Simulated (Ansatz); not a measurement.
AlIr (rock salt), relaxed and computed with several functionals in Ansatz (plane waves, PAW).

```csv
functional,a (Å),ΔH_f (eV/atom),B₀ by P(V) fit (GPa)
r²SCAN,5.008,-0.04,167
PBEsol,5.000,0.04,167
PBE,5.050,-0.03,154
```

Typed or built starts, not in the databases checked: AlIr, rock salt. Unstable at this level: AlIr, rock salt with r²SCAN; AlIr, rock salt with PBEsol. All cells were relaxed under the symmetry of their starts (and spin orders); stability against distortions was not tested throughout. Rows with no word on spin ran without spin polarisation. Spin–orbit coupling is left out wherever it is not named.

Potentials: the later of the program's two PAW sets.

Ansatz (an electronic-structure program) is a plane-wave DFT program.

Formation energies count from the lowest solids of the elements computed at the same level, not from gases.
